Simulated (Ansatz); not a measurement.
# Is this BeTe₃ structure a true minimum?

It was reached by relaxing an invented guess, and it needn't be the stable form of this composition.

The calculation used Ansatz, DFT PBE, scalar-relativistic, plane waves, PAW. Settings: cutoff 420 eV, Γ-centred mesh 6×6×6 on the computed 8-atom cell, Gaussian smearing of 0.01 eV; no spin polarisation.

The cell below (8 atoms, space group P-42_1m (No. 113)) is relaxed within its symmetry.

```
CELL_PARAMETERS angstrom
5.70854 0.00000 0.00000
0.00000 5.70854 0.00000
0.00000 0.00000 8.28793
ATOMIC_POSITIONS crystal
Be 0.00000 0.00000 0.00000
Be 0.50000 0.50000 0.00000
Te 0.72582 0.77418 0.83368
Te 0.27418 0.22582 0.83368
Te 0.77418 0.27418 0.16632
Te 0.22582 0.72582 0.16632
Te 0.50000 0.00000 0.36996
Te 0.00000 0.50000 0.63004
```

For the test it was strained at random (σ = 1.5 % a component), the atoms were moved at random (σ = 0.05 Å), and all was relaxed again on a coarse 4×4×4 mesh (in the run’s order of axes) with 0.20 eV smearing, with no symmetry imposed.

Weakly bound directions are ill-defined at this level, which has no dispersion term. Spin–orbit coupling, which can matter for Te, is left out.

Problem. Is the structure stable against such a distortion?

Solution. It doesn't return. The energy falls by 7 meV/atom on that mesh, the volume changes by -2.1 %, and the end has space group P1 (No. 1) at a loose tolerance. Relaxed again on a 6×6×6 mesh with 0.01 eV smearing, the new structure lies 7 meV/atom below the first (mesh in the axes of the run's cell; the cell below is made exact in the group named). Space group P1 (No. 1), triclinic, a = 5.697 Å, b = 5.746 Å, c = 8.206 Å, α = 80.3°, β = 87.8°, γ = 90.0°. Around Be on its first site lie 4 Te at 2.45–2.46 Å; Be on its second site is surrounded by 4 Te at 2.45–2.46 Å; Te on its first site has 2 Be at 2.45 Å and 1 Te at 2.82 Å; around Te on its second site lie 2 Be at 2.45–2.46 Å and 1 Te at 2.79 Å; 4 more sites not described.

```cif
data_structure
_symmetry_space_group_name_H-M 'P 1'
_symmetry_Int_Tables_number 1
_cell_length_a 5.6972
_cell_length_b 5.7457
_cell_length_c 8.2062
_cell_angle_alpha 80.297
_cell_angle_beta 87.752
_cell_angle_gamma 89.995
_cell_volume 264.57
loop_
_atom_site_label
_atom_site_type_symbol
_atom_site_fract_x
_atom_site_fract_y
_atom_site_fract_z
_atom_site_occupancy
Be1 Be 0.99324 0.99995 0.00052 1
Be2 Be 0.49053 0.49720 0.99950 1
Te1 Te 0.23087 0.77012 0.83024 1
Te2 Te 0.78215 0.31792 0.83052 1
Te3 Te 0.70848 0.73111 0.16947 1
Te4 Te 0.26149 0.17928 0.17243 1
Te5 Te 0.99273 0.42672 0.37800 1
Te6 Te 0.54051 0.07770 0.61931 1
```
